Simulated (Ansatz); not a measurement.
# Relaxing Sc

Theory: DFT r2SCAN, scalar-relativistic, plane waves, PAW in Ansatz 0.2.0. Cutoff 500 eV, Γ-centred k mesh, Gaussian smearing, no spin polarisation in the final step.

This is the end of a relaxation of cell and atoms.

```
CELL_PARAMETERS angstrom
2.95233 0.00000 0.00000
0.00000 2.95233 0.00000
0.00000 0.00000 2.95233
ATOMIC_POSITIONS crystal
Sc 0.00000 0.00000 0.00000
```

(1) What space group does it have?

(2) Is it a metal?

Answers

(1) Pm-3m (No. 221). Conventional cell: a = 2.952 Å. Sc is coordinated by 6 Sc at 2.95 Å.

(2) Yes, bands cross the Fermi level on the 14×14×14 mesh.

The final run used a 14×14×14 mesh on its 1-atom cell and 0.10 eV smearing. The cell came from a trial start, so Sc may not exist in this structure.